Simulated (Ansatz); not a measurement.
## BAs from its elements: all-electron against pseudopotential results

```
B As
1.0
     0.00000    2.36594    2.36594
     2.36594    0.00000    2.36594
     2.36594    2.36594    0.00000
B As
1 1
Direct
  0.00000 0.00000 0.00000
  0.25000 0.25000 0.25000
```

The cell comes from a relaxation on PAW files under the same functional, begun from a database entry that needn't be the ground state.

Level of theory: DFT with LDA, scalar-relativistic, in Ansatz 0.2.0; a Γ-centred 15×15×15 k mesh, Fermi–Dirac smearing of 0.05 eV, no spin polarisation. LAPW: all electrons, basis error target 0.5 meV/atom; PAW: frozen-core files, cutoff 420 eV.

The elements are taken as As grey As, B alpha-B12, each relaxed on PAW files under the same functional and computed by the same method as the compound; zero-point and thermal terms are left out. LDA tends to overbind the layered or molecular reference states.

The PAW files were made under PBE.

(1) What is the formation energy by LAPW, and how far do the other methods lie from it?

(2) Give the LAPW value for one formula unit in kJ/mol.

Answers

(1) -0.039 eV/atom; PAW -1.4 meV/atom. The compound is bound against these elements; other compounds of the system weren't compared.

(2) -0.039 eV/atom × 2 atoms × 96.485 kJ/(mol·eV) = -7.5 kJ/mol, at zero temperature and without zero-point motion.
